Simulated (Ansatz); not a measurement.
Si:
```yaml
crystal:
  lattice:
    - [0.00000, 2.71449, 2.71449]
    - [2.71449, 0.00000, 2.71449]
    - [2.71449, 2.71449, 0.00000]
  atoms:
    - { symbol: Si, position: [0.50000, 0.50000, 0.50000] }
    - { symbol: Si, position: [0.75000, 0.75000, 0.75000] }
```

Relaxed with r²SCAN+D4. Special points in fractions of this cell's reciprocal vectors: Γ (0.000, 0.000, 0.000); X (0.500, 0.000, 0.500); U (0.625, 0.250, 0.625); K (0.375, 0.375, 0.750); L (0.500, 0.500, 0.500); W (0.500, 0.250, 0.750).

Q: List the band energies nearest the valence-band maximum at these points for the program Ansatz at the r²SCAN+D4 level (PAW).

A: In eV from the valence-band maximum; about four levels below and three above (degenerate sets whole), none deeper than 8.9 eV; points with the same levels are listed once.

```csv
k,below,above
Γ,0.00 0.00 0.00,2.74 2.74 2.74
X,-8.17 -8.17 -3.02 -3.02,0.90 0.90 10.88 10.88
U,-8.61 -7.55 -4.50 -2.57,1.42 4.46 7.98
L,-7.28 -1.28 -1.28,1.88 3.57 3.57
W,-8.00 -8.00 -4.04 -4.04,4.59 4.59 5.42 5.42
```

Space group Fd-3m (diamond). The r²SCAN+D4 relaxation kept the symmetry of its start.

Potentials: the later of the program's two PAW sets.
